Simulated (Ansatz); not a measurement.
The relaxed structure here is a generated cell of TaSi2: the first start was made by placing the elements on the sites of a structure type, and the end was not matched to a known phase here, so it may be hypothetical. Known forms of TaSi2 include space group No. 181.

One starting cell of TaSi₂ (a generated cell, TaSi2 built in the MoSi2 structure type) was relaxed twice with Ansatz (plane waves, PAW, scalar-relativistic): with r2SCAN at 500 eV and with PBE at 420 eV. The r2SCAN result:

```yaml
crystal:
  lattice:
    - [-1.63349, 1.63349, 4.07607]
    - [1.63349, -1.63349, 4.07607]
    - [1.63349, 1.63349, -4.07607]
  atoms:
    - { symbol: Ta, position: [0.00000, 0.00000, 0.00000] }
    - { symbol: Si, position: [0.33167, 0.33167, 0.00000] }
    - { symbol: Si, position: [0.66833, 0.66833, 0.00000] }
```

```json
[
 {"quantity": "space group", "r2SCAN": "I4/mmm", "PBE": "I4/mmm"},
 {"quantity": "volume (Å³/atom)", "r2SCAN": "14.50", "PBE": "14.76"},
 {"quantity": "a (Å)", "r2SCAN": "3.267", "PBE": "3.283"},
 {"quantity": "c (Å)", "r2SCAN": "8.152", "PBE": "8.213"},
 {"quantity": "gap (eV, no spin-orbit coupling)", "r2SCAN": "0.00", "PBE": "0.00"}
]
```

Both levels end in the same structure; PBE's volume is 1.8 % larger. Neither column is exact.

No spin polarisation in the result. The relaxed primitive cell holds an odd number of electrons. A magnetic state may lie lower.

The run could not lose the symmetry of its start; a randomly shaken copy of 6 atoms returns to this structure.

Ansatz is a first-principles code.
